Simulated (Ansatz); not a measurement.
AgCl:
```
CELL_PARAMETERS angstrom
      0.00000     2.72371     2.72371
      2.72371     0.00000     2.72371
      2.72371     2.72371     0.00000
ATOMIC_POSITIONS crystal
  Ag 0.50000 0.50000 0.50000
  Cl 0.00000 0.00000 0.00000
```

The program Ansatz at the PBEsol level (PAW) gives a gap of 0.72 eV without spin–orbit coupling, maximum at L, minimum at Γ.

Problem. What happens when spin–orbit coupling is switched on?

Solution. The gap shrinks by 0.04 eV, to 0.68 eV; maximum at L, minimum at Γ.

Problem. Give the electron effective mass with spin–orbit coupling.

Solution. 0.25 mₑ (isotropic).

Problem. Give the hole effective mass with spin–orbit coupling.

Solution. 0.58, 0.58, 0.93 mₑ (principal values).

Space group Fm-3m (rock salt). The cell was relaxed with PBEsol under the symmetry of its start. The run is not spin-polarised.

Potentials: the later of the program's two PAW sets.
